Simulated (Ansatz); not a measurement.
ZrSe2 (CdI2 type)

```
CELL_PARAMETERS angstrom
      3.73508     0.00000     0.00000
     -1.86754     3.23468     0.00000
      0.00000     0.00000     6.03154
ATOMIC_POSITIONS crystal
  Zr 0.00000 0.00000 0.00000
  Se 0.33333 0.66667 0.26507
  Se 0.66667 0.33333 0.73493
```

The slice is a (-1 1 0 2) plane (indices of the conventional cell) through the point (0.000, 0.000, 0.000) (fractional), spanned by u = [110] and v = [1 -1 1] in vectors of this cell: u (3.74 Å) and v (8.84 Å, at 90° to u). It covers one period; positions are fractions (u, v).

All values below come from PBE-D3(BJ) (plane waves to 420 eV, PAW, scalar-relativistic; Ansatz, a quantum-chemistry and plane-wave program). k mesh 14×14×8. Inside the PAW spheres the values are not all-electron values, and peaks at nuclei hang on which shells count as valence. At this level the bands of ZrSe2 touch or barely overlap; measurements give the solid a gap. ZrSe2 is run without spin polarisation. ZrSe2 was relaxed with its symmetry unable to fall.

Task: Predict the map of the electrostatic potential energy of an electron, from the cell's mean on the slice.

Result: 
```
|xx :*: x|
|x  +#+  |
| .+#%#+.|
|x +%%%+ |
|xx #%# x|
|xxx#%#xx|
|xx #@# x|
|x *@@@* |
|*#%@@@%#|
|%@@@@@@@|
|*#%@@@%#|
|x *@@@* |
|xx #@# x|
|xxx#%#xx|
|xx #%# x|
|x +%%%+ |
| .+#%#+.|
|x  +#+  |
|xx :*: x|
|xxx.+.xx|
```
Scale: ten equal steps from 0.00 (start of ' ') to 8.37 (end of '@'), in the order ' .:-=+*#%@'. Values: electrostatic potential energy of an electron, from the cell's mean, in eV. The map has 8 points along u (one character each, u = 0 at the left) and 20 along v (v = 0 in the bottom row). Points within 1 Å of a nucleus are blanked (x), as the pseudised field means little there. Values under 0 eV are set to 0. The zero, the cell's mean, hangs on the PAW cores.
